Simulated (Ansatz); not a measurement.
BN (h-BN type, space group P6_3/mmc)

```xyz
4
Lattice="2.5058 0.0000 0.0000 -1.2529 2.1701 0.0000 0.0000 0.0000 6.6162" Properties=species:S:1:pos:R:3 pbc="T T T"
B      0.0000     1.4467     1.6541
B      1.2529     0.7234     4.9622
N      0.0000     1.4467     4.9622
N      1.2529     0.7234     1.6541
```

Scan: atom 1 (B, nearest neighbour N at 1.447 Å; its periodic images, 2.5 Å or more away, move with it) is displaced along Cartesian x, direction (1.000, 0.000, 0.000) in Cartesian axes, by s. The other atoms stay.

Level of theory: PBE-D3(BJ) (plane waves to 420 eV, PAW, scalar-relativistic; Ansatz, a first-principles code). k mesh 12×12×4 (Γ-centred), Fermi-Dirac smearing 0.05 eV. E stands for the smeared free energy. Compression counts positive. BN was relaxed with its symmetry unable to fall. The PAW data are Ansatz's earlier set. ΔE is measured from the undisplaced structure.

What ΔE (meV/cell) and P (GPa) does the calculation give at s (Å) = -0.084, -0.028, 0.028, 0.084, 0.112, 0.140?


```tsv
s (Å)	ΔE (meV/cell)	P (GPa)
-0.084	146	1.35
-0.028	16	0.14
0.028	16	0.14
0.084	146	1.35
0.112	259	2.42
0.140	406	3.79
```

(A displaced cell: forces are minus the slopes of the energy, force constants its curvatures, and phonons follow from these.)
